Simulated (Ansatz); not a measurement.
## Is this Sn5As3 structure a true minimum?

It was reached by relaxing an invented guess, and it needn't be the stable form of this composition.

All numbers below come from Ansatz, DFT PBE, scalar-relativistic, plane waves, PAW. Cutoff 420 eV; k points 6×6×6 on the computed 8-atom cell (Γ-centred); Gaussian smearing, width 0.10 eV; no spin polarisation.

The cell below (8 atoms, space group Pm-3m (No. 221)) is relaxed within its symmetry.

```yaml
crystal:
  lattice:
    - [5.90465, 0.00000, 0.00000]
    - [0.00000, 5.90465, 0.00000]
    - [0.00000, 0.00000, 5.90465]
  atoms:
    - { symbol: Sn, position: [0.00000, 0.00000, 0.00000] }
    - { symbol: Sn, position: [0.50000, 0.00000, 0.00000] }
    - { symbol: Sn, position: [0.50000, 0.50000, 0.50000] }
    - { symbol: Sn, position: [0.00000, 0.50000, 0.00000] }
    - { symbol: Sn, position: [0.00000, 0.00000, 0.50000] }
    - { symbol: As, position: [0.50000, 0.00000, 0.50000] }
    - { symbol: As, position: [0.50000, 0.50000, 0.00000] }
    - { symbol: As, position: [0.00000, 0.50000, 0.50000] }
```

For the test it was strained at random (σ = 1.5 % a component), the atoms were moved at random (σ = 0.15 Å), and all was relaxed again on a coarse 4×4×4 mesh (in the run’s order of axes) with 0.20 eV smearing, with no symmetry imposed.

An odd number of electrons in the primitive cell allows no gap without spin; a larger cell or a magnetic state could open one. The cell is a metal run without spin; a magnetic state may lie lower.

**Question.** What happens?

**Answer.** It doesn't return. The energy falls by 9 meV/atom on that mesh, the volume changes by 2.6 %, and the end has space group P4mm (No. 99) at a loose tolerance. Relaxed again on a 6×6×6 mesh with 0.10 eV smearing, the new structure lies 20 meV/atom below the first (mesh in the axes of the run's cell; the cell below is made exact in the group named). Space group P4mm (No. 99), tetragonal, a = 5.694 Å, c = 6.742 Å. Sn on a site of symmetry 4mm is surrounded by 5 Sn at 2.89–2.95 Å; around Sn on a site of symmetry 2mm lie 1 As at 2.72 Å, 2 As at 2.91 Å and 2 Sn at 2.95 Å; Sn on a second site of symmetry 4mm is surrounded by 1 As at 2.75 Å and 4 As at 2.92 Å; As on a site of symmetry 2mm is surrounded by 5 Sn at 2.72–2.92 Å; 2 more sites not described.

```cif
data_structure
_symmetry_space_group_name_H-M 'P4mm'
_symmetry_Int_Tables_number 99
_cell_length_a 5.6941
_cell_length_b 5.6941
_cell_length_c 6.7416
_cell_angle_alpha 90.000
_cell_angle_beta 90.000
_cell_angle_gamma 90.000
_cell_volume 218.58
loop_
_atom_site_label
_atom_site_type_symbol
_atom_site_symmetry_multiplicity
_atom_site_Wyckoff_symbol
_atom_site_fract_x
_atom_site_fract_y
_atom_site_fract_z
_atom_site_occupancy
Sn1 Sn 1 a 0.00000 0.00000 0.94187 1
Sn2 Sn 2 c 0.50000 0.00000 0.05469 1
Sn3 Sn 1 b 0.50000 0.50000 0.55573 1
Sn4 Sn 1 a 0.00000 0.00000 0.51270 1
As1 As 2 c 0.50000 0.00000 0.45875 1
As2 As 1 b 0.50000 0.50000 0.96410 1
```
